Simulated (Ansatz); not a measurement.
A geometry of Be away from equilibrium: step 2 of the relaxation of a relaxed Be cell displaced along its unstable phonon at q = (½, ½, ½) of its primitive reciprocal cell (211i cm⁻¹), largest move 0.15 Å. Level of theory: PBEsol (plane waves to 420 eV, PAW, scalar-relativistic; Ansatz, a quantum-chemistry and plane-wave program). Γ-centred k-mesh 20×20×20 on the run's cell (coarser than for final values), Fermi–Dirac smearing 0.05 eV.

```
Be
1.0
   -2.23541     2.20064     7.29381
    0.00000     0.00000     7.29381
    0.00000     2.20064     0.00000
Be
4
Cartesian
  0.00000   0.34204   6.21986
 -1.11771   0.75828   9.86677
 -2.23541   1.85860   8.36776
 -1.11771   1.44237   4.72086
```

Question: What forces act on the atoms (eV/Å)?

Answer: 
```json
[
 {"atom": "Be1", "Fx": "0.00", "Fy": "0.39", "Fz": "0.31"},
 {"atom": "Be2", "Fx": "0.00", "Fy": "-0.39", "Fz": "0.31"},
 {"atom": "Be3", "Fx": "0.00", "Fy": "-0.39", "Fz": "-0.31"},
 {"atom": "Be4", "Fx": "0.00", "Fy": "0.39", "Fz": "-0.31"}
]
```

Question: What is the pressure?

Answer: -1.8 GPa, compression positive.

Question: How much energy per atom can still be gained by relaxing?

Answer: 0.09 eV/atom; the path ends in Cmcm (No. 63).

No spin polarisation in the result.

The run could not lose the symmetry of its start: the end is stationary, and may be a saddle point rather than a minimum.

The end of the path is a generated cell of Be: the first start was made by placing the elements on the sites of a structure type, and the end was not matched to a known phase here, so it may be hypothetical. Known forms of Be include space group No. 194.
